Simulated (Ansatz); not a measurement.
AlN:
```xyz
4
Lattice="3.1136 0.0000 0.0000 -1.5568 2.6965 0.0000 0.0000 0.0000 4.9834" Properties=species:S:1:pos:R:3 pbc="T T T"
Al     1.5568     0.8988     2.4868
Al     0.0000     1.7976     4.9786
N      1.5568     0.8988     4.3903
N      0.0000     1.7976     1.8986
```

Tensor components refer to the Cartesian frame of this cell.

Problem. Give the proper piezoelectric stress tensor with relaxed ions from the program Ansatz at the PBEsol level (PAW).

Solution. In C/m², rows x, y, z, Voigt columns; mesh uncertainty up to 0.01.
```
 0.00   0.00   0.00   0.00  -0.35   0.00
 0.00   0.00   0.00  -0.35   0.00   0.00
-0.64  -0.64   1.61   0.00   0.00   0.00
```

The elastic tensor of the same run (GPa):

```
379  137  107  0.0  0.0  0.0
137  379  107  0.0  0.0  0.0
107  107  354  0.0  0.0  0.0
0.0  0.0  0.0  111  0.0  0.0
0.0  0.0  0.0  0.0  111  0.0
0.0  0.0  0.0  0.0  0.0  121
```

Problem. Convert to strain constants d = e·S.

Solution. In pC/N:
```
 0.0   0.0   0.0   0.0  -3.1   0.0
 0.0   0.0   0.0  -3.1   0.0   0.0
-2.5  -2.5   6.1   0.0   0.0   0.0
```

Space group P6_3mc (wurtzite). Symmetry was held in the PBEsol relaxation.

Potentials: the earlier of the program's two PAW sets.
